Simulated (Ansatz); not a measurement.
SiO2:
```
SiO2
1.0
    4.18519     0.00000     0.00000
    0.00000     4.18519     0.00000
    0.00000     0.00000     2.66884
Si O
2 4
Direct
  0.00000   0.00000   0.00000
  0.50000   0.50000   0.50000
  0.30610   0.30610   0.00000
  0.80610   0.19390   0.50000
  0.19390   0.80610   0.50000
  0.69390   0.69390   0.00000
```

Tensor components refer to the Cartesian frame of this cell.

Q: Give the high-frequency dielectric tensor and the Born effective charge tensors of the independent atoms from DFPT, r²SCAN (plane waves, PAW; program Ansatz).

A: 
ε∞:
```
3.20  0.00  0.00
0.00  3.20  0.00
0.00  0.00  3.37
```
Z* of atom 1 (Si), rows: field, columns: displacement, in e:
```
3.83  0.36  0.00
0.36  3.83  0.00
0.00  0.00  4.08
```
Z* of atom 3 (O), rows: field, columns: displacement, in e:
```
-1.92  -0.58   0.00
-0.58  -1.92   0.00
 0.00   0.00  -2.04
```

Static charges for comparison (Bader): Si1 +3.35, O3 -1.67 e. Born charges measure polarisation by displacement and can exceed these by far.

Space group P4_2/mnm (rutile). This is a known high-pressure phase of the composition, computed here at zero pressure and temperature. The cell was relaxed with r²SCAN under the symmetry of its start; whether a distortion lowers the energy is not shown.

Potentials: the later of the program's two PAW sets.
